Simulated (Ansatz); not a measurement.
GaAs:
```cif
data_As2Ga2
_chemical_formula_sum 'Ga2 As2'
_space_group_name_H-M_alt 'P63/mmc'
_space_group_IT_number 194
_space_group_name_Hall '-P 6c 2c'
_cell_length_a 3.74256
_cell_length_b 3.74256
_cell_length_c 6.30295
_cell_angle_alpha 90.000
_cell_angle_beta 90.000
_cell_angle_gamma 120.000
loop_
_atom_site_label
_atom_site_type_symbol
_atom_site_symmetry_multiplicity
_atom_site_Wyckoff_symbol
_atom_site_fract_x
_atom_site_fract_y
_atom_site_fract_z
_atom_site_occupancy
Ga1 Ga 2 a 0.00000 0.00000 0.00000 1
As1 As 2 c 0.33333 0.66667 0.25000 1
```

Relaxed at zero pressure with r²SCAN (plane waves, PAW; program Ansatz).

**Question.** The volume is lowered by 3 % and shape and atoms relax at that volume. What pressure results, and how do the axes share the change?

**Answer.** 2.6 GPa; a -1.1 %, b -1.1 %, c -0.8 %; the energy rises by 5 meV/atom.

**Question.** Give the new structure.

**Answer.** 
Space group P6₃/mmc (No. 194); a = b = 3.7012 Å, c = 6.2512 Å, α = β = 90.00°, γ = 120.00°

```
atom  site  symmetry       x       y       z
----  ----  --------  ------  ------  ------
Ga      2a      -3m.  0.0000  0.0000  0.0000
As      2c      -6m2  0.3333  0.6667  0.2500
```

The phase is kept; no other phase was compared at this pressure.

Space group P6_3/mmc (NiAs type). The start of the workflow was typed in or built on a structure type; neither database checked (COD, Materials Project) lists it. It is not the phase usual at ambient conditions (space group No. 216). Symmetry was held in the r²SCAN relaxation; its stability against distortions is not shown here.

Potentials: the later of the program's two PAW sets.
